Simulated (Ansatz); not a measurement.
Sn (beta-Sn type, space group I4_1/amd)

```
CELL_PARAMETERS angstrom
     -5.88622     5.88622     3.18373
      0.00000     0.00000     3.18373
      0.00000     5.88622     0.00000
ATOMIC_POSITIONS crystal
  Sn 0.00000 0.25000 0.50000
  Sn 0.50000 0.25000 0.50000
  Sn 0.00000 0.00000 0.00000
  Sn 0.50000 0.00000 0.00000
```

The atoms are displaced by Q × the pattern below (from a DFPT mode at M = (0.5, 0.5, 0.5), largest move 1; Q in Å), at fixed cell. It is one choice among 2 degenerate patterns. (q is in reciprocal vectors of the primitive cell; the cell shown is doubled to hold the pattern.)

```csv
atom,x,y,z
Sn1,0.000,1.000,0.000
Sn2,0.000,-1.000,0.000
Sn3,0.000,-1.000,0.000
Sn4,0.000,1.000,0.000
```

These are r2SCAN (plane waves to 500 eV, PAW, scalar-relativistic; Ansatz, a first-principles code) values and carry that method's errors. k mesh 17×17×17 (Γ-centred), Fermi-Dirac smearing 0.05 eV. The energy includes the smearing's −TS. With partly filled bands, energies and forces of such displacements shift with the k mesh and the smearing. Sn was relaxed with its symmetry unable to fall. The zero of ΔE is the undisplaced structure. The last digit holds for this mesh only.

| Q (Å) | ΔE (meV/cell) |
|---|---|
| -0.180 | withheld |
| -0.150 | 388.1 |
| -0.120 | 239.7 |
| -0.090 | 131.6 |
| -0.060 | 57.7 |
| -0.030 | 14.3 |
| 0.000 | 0.0 |
| 0.030 | 14.3 |
| 0.060 | 57.7 |
| 0.090 | 131.6 |
| 0.120 | 239.7 |
| 0.150 | 388.1 |
| 0.180 | withheld |

Task: Fit an even polynomial form (powers 2, 4, 6) to the given rows and predict ΔE at Q = -0.180.

Result: Least squares on the 11 given rows: ΔE = (15850)·Q² + (42750)·Q⁴ + (864100)·Q⁶, in meV/cell with Q in Å; root-mean-square residual 0.03 meV/cell. At -0.180 the fit gives 587.8 meV/cell; the calculation gives 585.2 meV/cell, so the extrapolation is off by 2.6 (+0.4 %). The quadratic term alone would give 513.5 meV/cell.

(A displaced cell: forces are minus the slopes of the energy, force constants its curvatures, and phonons follow from these.)
